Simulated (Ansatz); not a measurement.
# Calculated field gradients at the nuclei for VBiO₄

The cell is an entry of the Crystallography Open Database (COD) (listed for 566 K), its atoms then relaxed with PBE in this cell.

Space group I4_1/a:1 (No. 88); a = 5.1470, c = 11.7216 Å.

```
site  Wyckoff  site symmetry       x       y       z
   V       4a           -4..  0.0000  0.5000  0.2500
  Bi       4b           -4..  0.5000  0.0000  0.2500
   O      16f              1  0.6394  0.2491  0.8286
```

One atom of each set is listed; the run and its k-mesh use a cell of 12 atoms with edges of 6.90, 6.90, 6.90 Å.

Method: Kohn–Sham DFT in Ansatz, r2SCAN, plane waves and PAW, scalar-relativistic, 500 eV cutoff, Γ-centred 6×6×6 k-points, Fermi–Dirac smearing 0.02 eV.

Conventions: |V_zz| ≥ |V_yy| ≥ |V_xx|, η = (V_xx − V_yy)/V_zz, C_Q = eQV_zz/h.

V-51: I = 7/2, Q = -52.00 mb; 209Bi: I = 9/2, Q = -516.0 mb; ¹⁷O: I = 5/2, Q = -25.58 mb. Quadrupole moments are those of Pyykkö's year-2017 table.

```
site  atoms                              first shell  V_xx, V_yy, V_zz (10²¹ V/m²)     η  C_Q (MHz)
   V      2                            4 O at 1.73 Å            -2.12, -2.12, 4.24  0.00      -5.33
  Bi      2                       8 O at 2.44–2.49 Å            -0.56, -0.56, 1.12  0.00      -14.0
   O      8  1 V at 1.73 Å; also 2 Bi at 2.44–2.49 Å             1.12, 2.98, -4.10  0.45       2.54
```

An axis of threefold or higher order runs through V and Bi, so V_zz lies along it and η is zero.

The largest force is 0.3 eV/Å, so the atoms aren't at the calculated equilibrium and relaxing them would move these values. Spin–orbit coupling is left out, which shifts gradients on Bi by a few per cent, and by more where contributions nearly cancel.

The run took 81 s of wall time (81 s of CPU time) and 1.3 GiB at its peak, on 1 thread of Arm Neoverse V1 (aarch64; 8 cores open to the job, memory cap 3.0 GiB, no GPU), a shared host with a load of 0.5 a core.
